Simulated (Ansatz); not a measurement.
## Does relaxation matter for the field gradients of WS2 with Te replacing S?

Start: a supercell of WS2 (space group P6_3/mmc) built from an entry of the Crystallography Open Database (COD) (the entry's cell lengths or inner coordinates differ somewhat from later room-temperature determinations), with all atoms left at the host's positions.

Space group P3m1 (No. 156); a = 9.5400, c = 12.5000 Å, γ = 120.00°.

```csv
site,Wyckoff,site symmetry,x,y,z
W1,1a,3m.,0.0000,0.0000,0.2500
W2,6e,1,0.0000,0.3333,0.2500
W6,1b,3m.,0.3333,0.6667,0.2500
W8,1c,3m.,0.6667,0.3333,0.2500
W10,3d,.m.,0.1111,0.8889,0.7500
W12,3d,.m.,0.1111,0.5556,0.7500
W14,3d,.m.,0.4444,0.2222,0.7500
Te,1a,3m.,0.0000,0.0000,0.6250
S20,6e,1,0.0000,0.3333,0.6250
S24,1b,3m.,0.3333,0.6667,0.6250
S26,1c,3m.,0.6667,0.3333,0.6250
S28,3d,.m.,0.1111,0.8889,0.1250
S30,3d,.m.,0.1111,0.5556,0.1250
S32,3d,.m.,0.4444,0.2222,0.1250
S37,1a,3m.,0.0000,0.0000,0.8750
S38,6e,1,0.0000,0.3333,0.8750
S42,1b,3m.,0.3333,0.6667,0.8750
S44,1c,3m.,0.6667,0.3333,0.8750
S46,3d,.m.,0.1111,0.8889,0.3750
S48,3d,.m.,0.1111,0.5556,0.3750
S50,3d,.m.,0.4444,0.2222,0.3750
```

One atom of each set is listed.

Computed with Ansatz: DFT, PBE, plane waves and PAW, scalar-relativistic, 420 eV cutoff, Γ-centred 3×3×2 k-points, Fermi–Dirac smearing 0.01 eV.

The largest force at the start is 10 eV/Å. Relaxing the ions at fixed cell moves them by 0.359 Å at most (atom 19, Te) and 0.063 Å rms.

| site | moved (Å) | first shell before | first shell after | V_zz before (10²¹ V/m²) | η before |
| --- | --- | --- | --- | --- | --- |
| W1 | 0.024 | 6 S at 2.41 Å | 6 S at 2.42 Å | -17.91 | 0.00 |
| W6 | 0.027 | 6 S at 2.41 Å | 6 S at 2.42 Å | -17.95 | 0.00 |
| W10 | 0.050 | 5 S at 2.41 Å, 1 Te at 2.41 Å | 5 S at 2.41 Å, 1 Te at 2.71 Å | -22.7 | 0.06 |
| W12 | 0.057 | 6 S at 2.41 Å | 6 S at 2.41–2.42 Å | -18.02 | 0.02 |
| W14 | 0.041 | 6 S at 2.41 Å | 6 S at 2.41–2.42 Å | -17.76 | 0.03 |
| Te | 0.359 | 3 W at 2.41 Å | 3 W at 2.71 Å | -26.7 | 0.00 |
| S20 | 0.046 | 3 W at 2.41 Å | 3 W at 2.41–2.42 Å | -4.97 | 0.21 |
| S37 | 0.013 | 3 W at 2.41 Å | 3 W at 2.41 Å | -4.32 | 0.00 |
| S38 | 0.054 | 3 W at 2.41 Å | 3 W at 2.41–2.42 Å | -4.54 | 0.15 |
| S42 | 0.064 | 3 W at 2.41 Å | 3 W at 2.41 Å | -4.91 | 0.00 |

**Question.** How do the gradients change?

**Answer.** 

```json
{"site": "W1", "V_zz after": "-17.51", "η after": "0.00", "change of V_zz": "+0.40"}
{"site": "W6", "V_zz after": "-17.73", "η after": "0.00", "change of V_zz": "+0.22"}
{"site": "W10", "V_zz after": "-16.24", "η after": "0.09", "change of V_zz": "+6.41"}
{"site": "W12", "V_zz after": "-17.69", "η after": "0.13", "change of V_zz": "+0.33"}
{"site": "W14", "V_zz after": "-17.14", "η after": "0.09", "change of V_zz": "+0.62"}
{"site": "Te", "V_zz after": "-8.49", "η after": "0.00", "change of V_zz": "+18.25"}
{"site": "S20", "V_zz after": "-4.75", "η after": "0.14", "change of V_zz": "+0.22"}
{"site": "S37", "V_zz after": "-4.80", "η after": "0.00", "change of V_zz": "-0.48"}
{"site": "S38", "V_zz after": "-4.31", "η after": "0.13", "change of V_zz": "+0.23"}
{"site": "S42", "V_zz after": "-4.50", "η after": "0.00", "change of V_zz": "+0.41"}
```

The largest change of V_zz is on Te, from -26.7 to -8.49. In per cent, |V_zz| changes by -28 to -1 on W, -68 on Te, -8 to +11 on S (all sites that start above 0.5). On S38 V_xx and V_yy change places (or their axes turn by over 50°), so the two values of η hide a larger change. The table leaves out 11 of the 21 sites, with |V_zz| up to 18.02; their tensors move by 0.40 at most along any direction. The statements above cover all sites. The host's own positions weren't relaxed first, so part of the change far from the defect can be the host's relaxation.

The defect repeats with the cell of 54 atoms, so it feels its images: sites between two images don't show the values beside a lone defect, and zeros or small values of η there can come from the images' arrangement. S and W carry a gradient in the pure host already, so the values there aren't the defect's effect alone. Without spin–orbit coupling the gradients at and beside Te and W can be off by some per cent, at some sites by more.
Before: The neighbours have not yet relaxed around the defect (largest force 10 eV/Å), so the values at and beside it are those of a strained start, not of the defect in a real crystal.
After: The relaxation keeps the site symmetry 3m of the start, so the impurity can move only along its axis; a start off the site could end lower.
